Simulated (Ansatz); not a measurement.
**Stationary points along a deformation path in Re**

These are results of Ansatz 0.2.0, DFT r2SCAN, scalar-relativistic, plane waves, PAW, not measurements. Cutoff 500 eV, Γ-centred 22×22×22 k-points, Gaussian smearing of 0.15 eV. Spin–orbit coupling is left out, which can shift energies with elements as heavy as these. No spin polarisation. Energies are free energies at this smearing, counted from the undisturbed cell; pressure is positive in compression.

The undisturbed cell (as given, not relaxed at this level; it stands at -15.4 GPa; this fcc form isn't the usual structure):

```xyz
1
Lattice="0.0000 1.9750 1.9750 1.9750 0.0000 1.9750 1.9750 1.9750 0.0000" Properties=species:S:1:pos:R:3 pbc="T T T"
Re    0.0000    0.0000    0.0000
```

At fixed volume and fractional coordinates, lengths along (0.000, 0.000, 1.000) are scaled against those across it; ρ is that ratio over its starting value. V = 15.407 Å³/atom. Δσ is the stress along the axis less the mean stress across it (compression positive).

```
    ρ  ΔE (meV/atom)  Δσ (GPa) space group
0.650          203.0      0.25       I4/mmm
0.707          200.9      0.01        Im-3m
0.780          203.7      3.59       I4/mmm
0.850          141.4     16.43       I4/mmm
0.920           52.0     16.94       I4/mmm
0.960           13.8     10.19       I4/mmm
1.000            0.0      0.00        Fm-3m
1.050           21.5    -13.85       I4/mmm
1.100           83.2    -27.14       I4/mmm
1.200          278.6    -44.59       I4/mmm
1.300          550.3    -60.99       I4/mmm
1.414          907.7    -71.83       I4/mmm
1.500         1197.2    -82.83       I4/mmm
```

**Question.** How does the stress give the slope of the energy, and where is the energy stationary?

**Answer.** Along the path d ln(length) is 2/3 d ln ρ on the axis and −1/3 d ln ρ across it, so dE/d ln ρ = −(2/3) V Δσ: the energy falls with ρ where Δσ is positive. Δσ vanishes or changes sign at ρ = 0.707 (Im-3m), a stationary point at 200.9 meV/atom; between ρ = 0.707 and 0.780, at least one maximum (the energy rises over this step, yet the slope at ρ = 0.780 points the other way); at ρ = 1.000 (Fm-3m), a minimum at 0.0 meV/atom. Pairs of stationary points between two samples would go unseen, and could change a minimum read from distant neighbours into a maximum. At ρ = 0.707, 1.000 the cell is cubic, where symmetry alone makes the stress isotropic and the slope zero.

**Question.** Which shear constant sets the curvature at ρ = 1?

**Answer.** For a cubic crystal E/V = (2/3) C (ln ρ)² with C = C′ = (C11 − C12)/2, so Δσ = −2C ln ρ. The parabola of Δσ against ln ρ through ρ = 0.960, 1 and 1.050 gives C ≈ 133 GPa with the ions clamped, rough because the steps are large. It is the stress–strain coefficient at this cell's pressure of -15.4 GPa, not the zero-pressure constant.

**Question.** Integrate that slope from ρ = 1 to 0.850 by the trapezoid rule.

**Answer.** With V/N in Å³ and 1 eV/Å³ = 160.2 GPa the slopes at ρ = 1.000, 0.960, 0.920, 0.850 are 0, -653, -1086, -1053 meV/atom per unit of ln ρ. The steps add 13.3 + 37.0 + 84.7 = 135.0 meV/atom, against 141.4 from the energies; the trapezoid rule misses the curvature of the slope within each step.

In a metal these slopes depend on the k mesh and the smearing.